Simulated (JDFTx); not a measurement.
An input for JDFTx (a modified build) (Nb(100), linear PCM (GLSSA13), water, 1 M NaCl; bohr, hartree) and the course of its log:

```
lattice \
  6.2694120828 0.0000000000 0.0000000000 \
  0.0000000000 6.2694120828 0.0000000000 \
  0.0000000000 0.0000000000 42.7078104165
coords-type Lattice
ion Nb 0.0000000000 0.0000000000 -0.1467977880 0
ion Nb 0.5000000000 0.5000000000 -0.0733988940 0
ion Nb 0.0000000000 0.0000000000 0.0000000000 0
ion Nb 0.5000000000 0.5000000000 0.0733988940 0
ion Nb 0.0000000000 0.0000000000 0.1467977880 0
ion-species pseudo/nb_pbe_v1.upf
elec-cutoff 20 100
elec-ex-corr gga-PBE
coulomb-interaction Slab 001
coulomb-truncation-embed 0 0 0
kpoint-folding 6 6 1
elec-smearing Fermi 0.01
elec-n-bands 41
electronic-scf nIterations 100 energyDiffThreshold 1e-08
fluid LinearPCM
pcm-variant GLSSA13
fluid-solvent H2O
fluid-cation Na+ 1
fluid-anion Cl- 1
fluid-minimize nIterations 400 knormThreshold 1e-11
wavefunction read vac.wfns
elec-initial-eigenvals vac.eigenvals
dump-name f0.$VAR
dump End State Ecomponents EigStats BandEigs Forces ElecDensity IonicPositions Fillings Kpoints Dtot FluidDebug BoundCharge FluidDensity
```

```
[one cycle in 5 is shown, and the last three; fluid-solver lines are left out]
	FillingsUpdate:  mu: -0.124022525  nElectrons: 65.000000
SCF: Cycle:  0   F: -286.167920676153813   dF: +2.991e-04   |Residual|: 4.984e-03   |deigs|: 3.582e-05
	FillingsUpdate:  mu: -0.117057309  nElectrons: 65.000000
SCF: Cycle:  5   F: -286.168568419622147   dF: -2.910e-05   |Residual|: 7.419e-04   |deigs|: 1.838e-03
	FillingsUpdate:  mu: -0.115203565  nElectrons: 65.000000
SCF: Cycle: 10   F: -286.168573689161860   dF: +3.010e-07   |Residual|: 1.451e-04   |deigs|: 3.316e-04
	FillingsUpdate:  mu: -0.115277988  nElectrons: 65.000000
SCF: Cycle: 15   F: -286.168574430303067   dF: -3.762e-08   |Residual|: 8.379e-05   |deigs|: 8.631e-05
	FillingsUpdate:  mu: -0.115243489  nElectrons: 65.000000
SCF: Cycle: 20   F: -286.168574702565707   dF: -1.042e-07   |Residual|: 9.647e-06   |deigs|: 2.454e-05
	FillingsUpdate:  mu: -0.115224959  nElectrons: 65.000000
SCF: Cycle: 25   F: -286.168574599236479   dF: +8.070e-08   |Residual|: 4.380e-05   |deigs|: 3.476e-05
	FillingsUpdate:  mu: -0.115285252  nElectrons: 65.000000
SCF: Cycle: 30   F: -286.168574637805420   dF: +4.829e-08   |Residual|: 3.369e-05   |deigs|: 4.482e-05
	FillingsUpdate:  mu: -0.115253092  nElectrons: 65.000000
SCF: Cycle: 35   F: -286.168574696944177   dF: +7.040e-09   |Residual|: 2.133e-05   |deigs|: 2.752e-06
	FillingsUpdate:  mu: -0.115247078  nElectrons: 65.000000
SCF: Cycle: 40   F: -286.168574698862926   dF: -4.805e-07   |Residual|: 1.712e-05   |deigs|: 1.411e-05
	FillingsUpdate:  mu: -0.115250109  nElectrons: 65.000000
SCF: Cycle: 45   F: -286.168574705061076   dF: -7.738e-08   |Residual|: 4.626e-06   |deigs|: 1.928e-05
	FillingsUpdate:  mu: -0.115258046  nElectrons: 65.000000
SCF: Cycle: 50   F: -286.168574667763892   dF: +3.235e-08   |Residual|: 3.183e-05   |deigs|: 3.656e-06
	FillingsUpdate:  mu: -0.115250010  nElectrons: 65.000000
SCF: Cycle: 55   F: -286.168574702776311   dF: -5.142e-08   |Residual|: 1.402e-05   |deigs|: 2.422e-05
	FillingsUpdate:  mu: -0.115245627  nElectrons: 65.000000
SCF: Cycle: 60   F: -286.168574578104597   dF: +1.261e-07   |Residual|: 7.563e-05   |deigs|: 8.576e-06
	FillingsUpdate:  mu: -0.115244947  nElectrons: 65.000000
SCF: Cycle: 65   F: -286.168574700355919   dF: -3.494e-08   |Residual|: 1.615e-05   |deigs|: 2.340e-05
	FillingsUpdate:  mu: -0.115269746  nElectrons: 65.000000
SCF: Cycle: 70   F: -286.168574659169280   dF: +8.820e-09   |Residual|: 3.350e-05   |deigs|: 3.337e-05
	FillingsUpdate:  mu: -0.115293888  nElectrons: 65.000000
SCF: Cycle: 75   F: -286.168574624493942   dF: +4.873e-08   |Residual|: 3.747e-05   |deigs|: 5.614e-05
	FillingsUpdate:  mu: -0.115252597  nElectrons: 65.000000
SCF: Cycle: 80   F: -286.168574683914130   dF: +1.956e-08   |Residual|: 2.561e-05   |deigs|: 8.517e-06
	FillingsUpdate:  mu: -0.115221805  nElectrons: 65.000000
SCF: Cycle: 85   F: -286.168574614879958   dF: +6.650e-08   |Residual|: 4.033e-05   |deigs|: 3.697e-05
	FillingsUpdate:  mu: -0.115244271  nElectrons: 65.000000
SCF: Cycle: 90   F: -286.168574684385135   dF: +1.972e-08   |Residual|: 3.799e-05   |deigs|: 8.712e-06
	FillingsUpdate:  mu: -0.115251169  nElectrons: 65.000000
SCF: Cycle: 95   F: -286.168574702761475   dF: -9.398e-08   |Residual|: 1.288e-05   |deigs|: 4.239e-05
	FillingsUpdate:  mu: -0.115282764  nElectrons: 65.000000
SCF: Cycle: 97   F: -286.168574619947037   dF: +6.409e-08   |Residual|: 3.841e-05   |deigs|: 4.116e-05
	FillingsUpdate:  mu: -0.115250916  nElectrons: 65.000000
SCF: Cycle: 98   F: -286.168574703546085   dF: -8.360e-08   |Residual|: 1.280e-05   |deigs|: 3.438e-05
	FillingsUpdate:  mu: -0.115252809  nElectrons: 65.000000
SCF: Cycle: 99   F: -286.168574383546229   dF: +3.200e-07   |Residual|: 1.155e-04   |deigs|: 1.205e-05
SCF: None of the convergence criteria satisfied after 100 iterations.
IonicMinimize: Iter:   0  F: -286.168574383546229  |grad|_K:  0.000e+00
IonicMinimize: Converged (|grad|_K<1.000000e-04).
```

This run gave no converged result. The loop ran out of cycles short of its threshold. It has stalled and not diverged: the last ten energies span 3e-07 Ha, so the total is near its end, but levels, forces and charges aren't shown converged.
